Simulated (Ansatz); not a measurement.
Input, command and steps of an Ansatz relaxation.

```yaml
crystal:
  lattice:
    - [-1.9122522881, 1.9122522881, 3.1316057016]
    - [1.9122522881, -1.9122522881, 3.1316057016]
    - [1.9122522881, 1.9122522881, -3.1316057016]
  atoms:
    - { symbol: Ca, position: [0.0, 0.0, 0.0] }
    - { symbol: F, position: [0.75, 0.25, 0.5], spin: 0.26 }
    - { symbol: F, position: [0.25, 0.75, 0.5], spin: 0.26 }
    - { symbol: F, position: [0.5, 0.5, 0.0], spin: 0.6 }
basis:
  ecutwfc: 420
kpoints:
  mp_grid: { grid: [16, 16, 16] }
hamiltonian:
  xc: pbesol
scf:
  occupations: { method: gaussian, width: 0.1 }
output:
  forces: true
  stress: true
  eigenvalues: true
  populations: true
magnetization:
  spin_polarized: true
relax:
  adjacent_minimum: "off"
  f_tol: 0.01
  max_steps: 30
  cell: { stress_tol: 0.1, fix: [volume] }
```

```bash
ansatz run input.yaml --threads 1 --pin off --max-ram 2560MiB --backend cpu --events-out ev --progress --plain --runs-dir out
```

Theory: DFT PBEsol, scalar-relativistic, plane waves, PAW in Ansatz.

The volume is held at 1.03 times that of the relaxed cell.

Of 3 frames 3 are shown, positions in Å and forces in eV/Å; the SCF threshold varies from step to step. Steps run on the plane waves of an earlier cell, with a Pulay correction in the pressure. The basis is chosen afresh for the last frame, the zero of the energies, and at times for earlier ones too; energy and pressure step there, also at an unchanged geometry.

```xyz
4
Lattice="-1.9123 1.9123 3.1316 1.9123 -1.9123 3.1316 1.9123 1.9123 -3.1316" Properties=species:S:1:pos:R:3:forces:R:3 pbc="T T T" step=1 free_energy_over_end_meV_per_atom=0.02 pressure_GPa=-2.37
Ca    0.0000    0.0000    0.0000    0.0000    0.0000    0.0000
F     0.0000    1.9123    1.5658    0.0000    0.0000    0.0000
F     1.9123    0.0000    1.5658    0.0000    0.0000    0.0000
F     0.0000    0.0000    3.1316    0.0000    0.0000    0.0000
4
Lattice="-1.9137 1.9137 3.1270 1.9137 -1.9137 3.1270 1.9137 1.9137 -3.1270" Properties=species:S:1:pos:R:3:forces:R:3 pbc="T T T" step=2 free_energy_over_end_meV_per_atom=0.01 pressure_GPa=-2.37
Ca    0.0000    0.0000    0.0000    0.0000    0.0000    0.0000
F     0.0000    1.9137    1.5635    0.0000    0.0000    0.0000
F     1.9137    0.0000    1.5635    0.0000    0.0000    0.0000
F     0.0000    0.0000    3.1270    0.0000    0.0000    0.0000
4
Lattice="-1.9137 1.9137 3.1270 1.9137 -1.9137 3.1270 1.9137 1.9137 -3.1270" Properties=species:S:1:pos:R:3:forces:R:3 pbc="T T T" step=3 free_energy_over_end_meV_per_atom=0.00 pressure_GPa=-2.37
Ca    0.0000    0.0000    0.0000    0.0000    0.0000    0.0000
F     0.0000    1.9137    1.5635    0.0000    0.0000    0.0000
F     1.9137    0.0000    1.5635    0.0000    0.0000    0.0000
F     0.0000    0.0000    3.1270    0.0000    0.0000    0.0000
```

Time: 2.7 min on 1 thread of Arm Neoverse V1, with other jobs on the host, peak memory 0.71 GiB.